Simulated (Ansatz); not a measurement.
A sound run on Mn₃Si (Fm-3m), total moment held at 0.63 μB (Ansatz 0.2.0, DFT, LDA, PAW with Ansatz's default frozen-core files, scalar-relativistic):

```yaml
crystal:
  lattice:
    - [0.0, 2.861, 2.861]
    - [2.861, 0.0, 2.861]
    - [2.861, 2.861, 0.0]
  atoms:
    - { symbol: Mn, position: [0.5, 0.5, 0.5], spin: 1.451 }
    - { symbol: Mn, position: [0.25, 0.25, 0.25], spin: -0.41 }
    - { symbol: Mn, position: [0.75, 0.75, 0.75], spin: -0.411 }
    - { symbol: Si, position: [0.0, 0.0, 0.0] }
magnetization:
  spin_polarized: true
  initial_magnetization: 0.63
  spin_locking: { lock_magnetization: hard }
kpoints:
  mp_grid: { grid: [10, 10, 10] }
scf:
  occupations: { method: fermi_dirac, width: 0.05 }
  lower_state_search: "off"
hamiltonian:
  xc: lda
  pseudopotentials: { kind: paw }
output:
  forces: true
  stress: true
  eigenvalues: true
  write_density: true
  write_potential: true
  elf: true
  volumetric_format: npy
```

It converged in 26 iterations. Site moments (μB): Mn1 2.15, Mn2 -0.79, Mn3 -0.79, Si4 0.03. Cell moment 0.63 μB. Pressure -23.90 GPa.

The input is then changed, output keys apart:

```diff
+  hubbard: { sites: [{ species: Mn, l: d, u_eff: 8.0 }], double_counting: fll }
+basis:
+  ecutwfc: "51.4 Ry"
```

Problem. What happens?

Solution. The run converged. Free energy -12116.2605 eV against -12133.3946 eV (not comparable, since the functional, the files or the filling changed), cell moment 0.63 μB, pressure 28.22 GPa.
```
Warning: output.stress: scf.convergence.dr2_threshold = 1e-7 eV (the SCF's general default) is looser than the 4e-10 eV advised for a printed stress (1e-10 eV for each atom of the cell: 4). What an SCF threshold leaves in a stress goes as its square root, and in the free energy as the threshold itself, and one threshold admits the most on a small cell: of the crystals measured, under no hybrid fun …
Mn: projections on atomic orbitals take those of the free atom [Ne] 3s2 3p6 3d5 4s2, of charge +0.00 (hamiltonian.pseudopotentials.projection_atoms); the dataset's partial waves leave at most 9.0e-7 of an orbital's norm unspanned inside its sphere
Si: projections on atomic orbitals take those of the free atom [Ne] 3s2 3p2, of charge +0.00 (hamiltonian.pseudopotentials.projection_atoms); the dataset's partial waves leave at most 6.1e-8 of an orbital's norm unspanned inside its sphere
Engine: ansatz 0.2.0
Pseudopotentials: kind: paw
Pseudopotential: Mn, paw, valence charge 15, recommended cutoff 420 eV (normal), Mn.paw.azcp
Pseudopotential: Si, paw, valence charge 4, recommended cutoff 420 eV (normal), Si.paw.azcp
Functional definition: SPW92
  exchange = slater_x
  correlation = pw_c
Crystal: 4 atoms, lattice volume = 46.836 Å³
Basis set: ecut = 699.3326265218916 eV, 1989 PW (Γ)
Bands: 30, of which v1, the nominal top of the filled ones, is band 25 counted from 1 (24 counted from 0)
Symmetry: 24 space group operations
[...]
  atom   4  Si     0.00000000     0.00000000    -0.00000000
  max |Σ_I F_I| component: 1.85e-17 eV/Å
--- Stress (GPa, compression-positive) ---
       28.215591      -0.000000       0.000000
        0.000000      28.215591      -0.000000
        0.000000      -0.000000      28.215591
  P = ⅓ Tr σ = 28.2156 GPa (282.156 kbar)
--- Band table (eV; the first three rows and the last of 94) ---
  k-point 0 ↑: bands = ["-64.2566", "-58.4917", "-58.4613", "-33.3697", "-33.3697", "-33.3697", "-27.8058", "-27.8058", "-27.8058", "-27.6892", "-27.6892", "-27.6892", "5.9973", "9.0297", "9.0297", "9.4989", "9.4989", "9.4989", "14.1527", "14.1527", "15.5595", "15.5595", "15.5595", "16.9610", "16.9610", "20.0706", "21.9963", "21.9963", "21.9963", "23.7056"]
  k-point 1 ↑: bands = ["-64.2559", "-58.4909", "-58.4635", "-33.3703", "-33.3702", "-33.3702", "-27.8028", "-27.8028", "-27.8010", "-27.6933", "-27.6920", "-27.6920", "6.1352", "9.0462", "9.0462", "9.5027", "9.5130", "9.5130", "14.1301", "14.1301", "15.0723", "15.6521", "15.6521", "16.8350", "16.8350", "20.5248", "21.8282", "22.0656", "22.0656", "22.7905"]
  k-point 2 ↑: bands = ["-64.2537", "-58.4890", "-58.4687", "-33.3720", "-33.3714", "-33.3714", "-27.7942", "-27.7942", "-27.7883", "-27.7041", "-27.7000", "-27.7000", "6.5377", "9.0817", "9.0817", "9.4954", "9.5642", "9.5642", "14.0193", "14.0821", "14.0821", "15.7540", "15.7540", "16.6905", "16.6905", "20.6592", "21.6989", "21.9777", "21.9777", "22.3241"]
  k-point 46 ↓: bands = ["-60.3439", "-60.3370", "-59.7205", "-29.7012", "-29.6378", "-29.6308", "-29.5811", "-29.5095", "-29.5061", "-28.9229", "-28.9006", "-28.8802", "8.2858", "11.4558", "11.5014", "12.1776", "13.1260", "13.2230", "13.4287", "13.4579", "13.7999", "14.2954", "14.7162", "14.8829", "18.0565", "18.1800", "20.1680", "20.5815", "20.8235", "21.1008"]
Occupation matrices written to <dir>
```
